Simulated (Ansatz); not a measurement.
**SrTlI₃: sound and stiffness along [100], [110] and [111]**

Level of theory: DFT PBE, scalar-relativistic, plane waves, PAW (Ansatz). Settings: 420 eV plane-wave cutoff, Γ-centred 4×4×4 mesh, fixed occupations. No spin polarisation.

The cell is fixed (symmetry leaves no force on the atoms) and stands under 0.1 GPa:
Space group Pm-3m (No. 221). a = 6.394 Å, b = 6.394 Å, c = 6.394 Å, α = 90.00°, β = 90.00°, γ = 90.00°
```json
{"atom": "Tl", "site": "1a", "symmetry": "m-3m", "x": "0.0000", "y": "0.0000", "z": "0.0000"}
{"atom": "Sr", "site": "1b", "symmetry": "m-3m", "x": "0.5000", "y": "0.5000", "z": "0.5000"}
{"atom": "I", "site": "3c", "symmetry": "4/mm.m", "x": "0.5000", "y": "0.5000", "z": "0.0000"}
```

The cell is the ideal cubic perovskite prototype; whether it is the stable structure of this composition wasn't checked. Spin–orbit coupling is left out, which can shift energies with elements as heavy as these.

With ions relaxed, on the cubic axes: C11 = 32.7, C12 = 4.5, C44 = 2.0 GPa. The density is 4.273 g/cm³. Zone-centre modes weren't checked beside this run.

Question: Is the crystal stable against strain, and how anisotropic is it?

Answer: Born's conditions hold: C11 + 2C12 = 41.7, C11 − C12 = 28.2 and C44 = 2.0 GPa are all positive. B = (C11 + 2C12)/3 = 13.9 GPa. The two shear moduli are C44 and C′ = (C11 − C12)/2 = 14.1 GPa, so Zener's ratio is A = C44/C′ = 0.14: the shear C44 is the soft one, as in NaCl, KCl, the halide perovskites and the bcc metals V, Nb, Cr and Mo. The Cauchy pressure C12 − C44 is 2.5 GPa; it would vanish for pair forces between atoms on inversion centres at zero pressure, and a positive value is usual with metallic or many-body binding, and where atoms off inversion centres relax under shear, which lowers C44.

Question: Give the sound speeds along the three symmetry directions.

Answer: The Christoffel equation gives ρv² for each branch:
| direction | branch | ρv² | GPa | v (m/s) |
| --- | --- | --- | --- | --- |
| [100] | L | C11 | 32.7 | 2765 |
| [100] | T (×2) | C44 | 2.0 | 679 |
| [110] | L | (C11 + C12 + 2C44)/2 | 20.6 | 2193 |
| [110] | T, u ∥ [001] | C44 | 2.0 | 679 |
| [110] | T, u ∥ [1-10] | (C11 − C12)/2 | 14.1 | 1816 |
| [111] | L | (C11 + 2C12 + 4C44)/3 | 16.5 | 1966 |
| [111] | T (×2) | (C11 − C12 + C44)/3 | 10.0 | 1534 |

Question: How does Young's modulus depend on direction?

Answer: Inverting gives S11 = 31.661, S12 = -3.826, S44 = 507.614 TPa⁻¹. Along a unit vector (l, m, n), 1/E = S11 − 2(S11 − S12 − S44/2)(l²m² + m²n² + n²l²), where the last bracket is 0, 1/4 and 1/3 for [100], [110] and [111]: E = 32, 7 and 6 GPa. With A < 1 the cube edge is stiffest. For a film on (001), the biaxial modulus is C11 + C12 − 2C12²/C11 = 36 GPa and the normal strain is −2C12/C11 = -0.27 times the in-plane one.

Symmetry holds off the tilts and polar distortions that many cubic perovskites undergo.